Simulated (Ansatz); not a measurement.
**Is this Zr₅TiN₆ structure stable?**

The structure comes from a generated guess, relaxed at this level; another structure or a mixture of phases may lie lower.

Computed with Ansatz, DFT PBE, scalar-relativistic, plane waves, PAW. Cutoff 420 eV, Γ-centred 12×12×4 mesh (12-atom cell), Gaussian smearing of 0.10 eV, no spin polarisation.

Space group P4/mmm (No. 123). a = 3.219 Å, b = 3.219 Å, c = 13.629 Å, α = 90.00°, β = 90.00°, γ = 90.00°
| atom | site | symmetry | x | y | z |
| --- | --- | --- | --- | --- | --- |
| Zr | 2g | 4mm | 0.0000 | 0.0000 | 0.8315 |
| Zr | 1c | 4/mmm | 0.5000 | 0.5000 | 0.0000 |
| Zr | 2h | 4mm | 0.5000 | 0.5000 | 0.3404 |
| Ti | 1b | 4/mmm | 0.0000 | 0.0000 | 0.5000 |
| N | 1a | 4/mmm | 0.0000 | 0.0000 | 0.0000 |
| N | 2h | 4mm | 0.5000 | 0.5000 | 0.1696 |
| N | 2g | 4mm | 0.0000 | 0.0000 | 0.3391 |
| N | 1d | 4/mmm | 0.5000 | 0.5000 | 0.5000 |

Formation energies are uncorrected and refer to the elements' standard structures at the same level (N₂ as a molecule).

Question: These tests were run: energy against the elements; random kick, then relaxation without symmetry; phonons on a 2×2×1 q mesh. What do they show?

Answer:

```
                                         test                         result
                  energy against the elements                  −1.70 eV/atom
random kick, then relaxation without symmetry                        returns
                    phonons on a 2×2×1 q mesh  no imaginary mode on the mesh
```

It fails none of these tests. Whether a mixture of other phases lies lower isn't tested here.

The kick test ran on a coarse mesh. The run for the phonons used a 12×12×4 k mesh and Fermi–Dirac smearing of 0.15 eV.
